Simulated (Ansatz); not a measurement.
**Question.** Name crystals whose computed values (LDA (plane waves, PAW; program Ansatz)) fall in these windows: highest Γ mode, no LO–TO term (cm⁻¹) 200 to 260; B₀ by P(V) fit (GPa) 270 to 350.

**Answer.** 

```
crystal                          highest Γ mode, no LO–TO term (cm⁻¹)  B₀ by P(V) fit (GPa)
-------------------------------  ------------------------------------  --------------------
MoRh, Pmma (Mo on 2e, Rh on 2f)                                   229                   311
MoPt, Pmma (Mo on 2e, Pt on 2f)                                   232                   320
TaRh3, Cu3Au type                                                 233                   311
NbRh3, Cu3Au type                                                 225                   300
TiRh3, Cu3Au type                                                 232                   278
```
Others may fit too.

Standing as an ambient phase not checked: MoRh, Pmma (Mo on 2e, Rh on 2f); MoPt, Pmma (Mo on 2e, Pt on 2f); TaRh3, Cu3Au type; NbRh3, Cu3Au type; TiRh3, Cu3Au type. Perhaps ordered models of mixed-site phases: MoRh, Pmma (Mo on 2e, Rh on 2f); MoPt, Pmma (Mo on 2e, Pt on 2f). All cells were relaxed under the symmetry of their starts (and spin orders); stability against distortions was not tested throughout. Rows with no word on spin ran without spin polarisation. Scalar-relativistic: spin–orbit coupling is off unless named, which matters more the heavier the elements.

Potentials: the later of the program's two PAW sets.
